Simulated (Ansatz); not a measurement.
GaP:
```yaml
crystal:
  lattice:
    - [3.61666, 0.00000, 0.00000]
    - [-1.80833, 3.13212, 0.00000]
    - [0.00000, 0.00000, 3.15417]
  atoms:
    - { symbol: Ga, position: [0.00000, 0.00000, 0.00000] }
    - { symbol: P, position: [0.66667, 0.33333, 0.50000] }
```

Relaxed with PBE. Special points in fractions of this cell's reciprocal vectors: Γ (0.000, 0.000, 0.000); M (0.500, 0.000, 0.000); K (0.333, 0.333, 0.000); A (0.000, 0.000, 0.500); L (0.500, 0.000, 0.500); H (0.333, 0.333, 0.500).

Q: List the band energies nearest the Fermi level at these points for PBE (plane waves, PAW; program Ansatz).

A: In eV from the Fermi level; about four levels below and three above (degenerate sets whole), none deeper than 8.9 eV; … stands for higher levels left out; points with the same levels are listed once.

```
k                    below           above
-  -----------------------  --------------
Γ        -0.64 -0.64 -0.14  0.05 4.26 4.26
M              -7.78 -2.47  0.74 1.52 6.21
K              -7.64 -5.07  1.81 5.11 5.99
A                    -8.21  1.00 1.00 4.25
L  -8.73 -5.58 -4.55 -3.42  0.01 2.93 3.98
H  -4.37 -3.55 -2.07 -0.25     7.66 9.91 …
```

Space group P-6m2. The cell is a constructed one: a structure type filled with these elements; neither database checked (COD, Materials Project) lists it. It is not the phase usual at ambient conditions (space group No. 216). The PBE relaxation kept the symmetry of its start; its stability against distortions is not shown here. Spin–orbit coupling is left out wherever it is not named.

Potentials: the later of the program's two PAW sets.
